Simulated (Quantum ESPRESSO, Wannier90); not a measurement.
Al (hcp (Mg type), model phase), plane waves to Wannier functions

```xyz
2
Lattice="2.8125 0.0000 0.0000 -1.4062 2.4357 0.0000 0.0000 0.0000 4.8669" Properties=species:S:1:pos:R:3 pbc="T T T"
Al    -1.4062     0.8119    -1.2167
Al     1.4062    -0.8119     1.2167
```

Cell from Materials Project (mp-2647008), symmetrised, no further relaxation. This isn't the element's usual structure (fcc); take it as a model of another phase. Level: LDA, no spin polarisation, no spin-orbit coupling; pw.x of Quantum ESPRESSO at 36 Ry with PseudoDojo potentials, 12×12×6 k-points, Wannier90. Density: 18×18×10 mesh, cold smearing 0.01 Ry.

Energies are relative to the Fermi level.

**Bands.** No gap over 0.05 eV opens at the Fermi level at this level of theory.

**Model.** 8 functions (Al sp) from bands 1-15, frozen to 1.50 eV, reach Ω_I = 12.41 Å² and follow pw.x to 19 meV rms (states up to 1.0 eV relative to the Fermi level).

**Frozen window.** Edge, Ω_I and misfit go -1.5 eV, 10.89 Å², 167 meV; -0.5 eV, 11.19 Å², 97 meV; 1.5 eV, 12.41 Å², 19 meV; 2.5 eV, 13.36 Å², 13 meV. Ω_I never falls as the edge rises, since each frozen state takes freedom from the choice of the smoothest subspace. The edges under the compared range leave its upper states unfrozen, and their misfit is the largest.

**No window.** Without a frozen window Ω_I drops to 10.14 Å² while the misfit grows to 498 meV: a small spread is no proof of good bands.

**Outer window.** The setting "only the lowest 13 of the kept bands" raises Ω_I to 13.84 Å², as fewer states are left to mix in, and the misfit goes to 14 meV.

**Stops.** With the outer window to 11.49 eV the program stops (Energy window contains fewer states than number of target WFs).
